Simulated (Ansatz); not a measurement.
This cell of SrO (rock salt) is off equilibrium:

```xyz
2
Lattice="0.0000 2.5800 2.5800 2.5800 0.0000 2.5800 2.5800 2.5800 0.0000" Properties=species:S:1:pos:R:3 pbc="T T T"
O      0.0000     0.0000     0.2800
Sr     2.5800     2.5800     2.5288
```

All values below come from r2SCAN (plane waves to 500 eV, PAW, scalar-relativistic; Ansatz, an electronic-structure program). k mesh 11×11×11 (Γ-centred), Fermi-Dirac smearing 0.05 eV. Stress and pressure are positive under compression. SrO was relaxed with its symmetry unable to fall.

What forces act on the atoms (eV/Å, Cartesian)?


| atom | Fx | Fy | Fz |
|---|---|---|---|
| O1 | 0.000 | 0.000 | -1.353 |
| Sr2 | 0.000 | 0.000 | 1.353 |

Give the stress tensor in GPa and the pressure.


```
   -0.8      0.0      0.0
    0.0     -0.8      0.0
    0.0      0.0     11.8
```
The pressure, a third of the trace, is 3.4 GPa.

(For displaced atoms, the force is minus the slope of the energy, and its curvature is a force constant, which sets phonon frequencies.)
